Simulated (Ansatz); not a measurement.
**Ta$_{2}$C: computed property card**

Ta₂C:
Space group P4/nmm, origin choice 1 (No. 129); a = b = 3.502 Å, c = 6.508 Å, α = β = γ = 90.00°

```tsv
atom	site	symmetry	x	y	z
Ta	2a	-4m2	0.0000	0.0000	0.0000
Ta	2c	4mm	0.5000	0.0000	0.3677
C	2c	4mm	0.0000	0.5000	0.2741
```

Space group P4/nmm (No. 129); conventional cell a = b = 3.5021 Å, c = 6.5079 Å, α = β = γ = 90.00°.

Method: the program Ansatz at the r²SCAN level (PAW). Structure relaxed to zero pressure with the same functional. Other levels are named where they apply.

Cell and energy:

```
Property                                                      Value
-----------------------------------------------------  ------------
Volume per atom                                            13.30 Å³
Density                                                 15.56 g/cm³
Formation energy from the elements (no fitted shifts)  0.33 eV/atom
```

Electronic structure:

```
Quantity                                                                     Value
------------------------------------  --------------------------------------------
Electronic character                                             metallic (no gap)
Density of states at the Fermi level  0.35 states/eV per atom (mean over ±0.08 eV)
Gap with spin–orbit coupling                                       none (metallic)
```

Mechanics:

```
Item                                  Value
----------------------------------  -------
Bulk modulus (Birch–Murnaghan fit)  262 GPa
Pressure derivative B′                  4.3
```

Charges:

```
Item                                  Value
-------------  ----------------------------
Bader charges  Ta +0.62 to +1.16, C -1.78 e
```

A made-up cell: these elements were put on the sites of a structure type; neither database checked (COD, Materials Project) lists it. COD files the formula under space group No. 164. Its standing as an ambient phase is unchecked. Symmetry was held in the r²SCAN relaxation; its stability against distortions is not shown here. No spin polarisation was allowed. The references are the lowest solids computed at this level, not always the standard phases. Scalar-relativistic: spin–orbit coupling is off unless named, which matters more the heavier the elements.

Potentials: the later of the program's two PAW sets.
